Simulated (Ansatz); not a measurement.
FePt (L1₀ or tetragonal B2, P4/mmm) at seven volumes, PBEsol (plane waves, PAW; program Ansatz), shape and atoms relaxed at each. One row is withheld.

```
V (Å³/atom)  P (GPa)
-----------  -------
12.209         27.82
12.611         17.02
13.014          7.80
13.416          0.01
13.819         -6.46
14.221             ?
14.624        -16.03
```

### Question
Fit the shown pressures and predict the withheld one.

### Answer
Third-order Birch–Murnaghan: P = (3/2)B₀(x^(7/2) − x^(5/2))[1 + (3/4)(B′ − 4)(x − 1)] with x = (V₀/V)^(2/3). Least squares on the six rows gives V₀ = 13.420 Å³/atom, B₀ = 232.5 GPa, B′ = 5.03. At V = 14.221, x = 0.9621 and P = -11.65 GPa. The run itself gave -11.74 GPa.

The PBEsol relaxation kept the symmetry of its start. Magnetic state: ferromagnetic, chosen from 5 collinear starts compared on coarse meshes (ties went to the first, and starts can fall back to one state), not a proven ground state. Textbook magnetic order: ferromagnetic. Scalar-relativistic: spin–orbit coupling is off unless named, which matters more the heavier the elements.

Potentials: the earlier of the program's two PAW sets. The files were generated under PBE; for other functionals the program regenerates the frozen cores, and for LDA and PBEsol the local potential too.
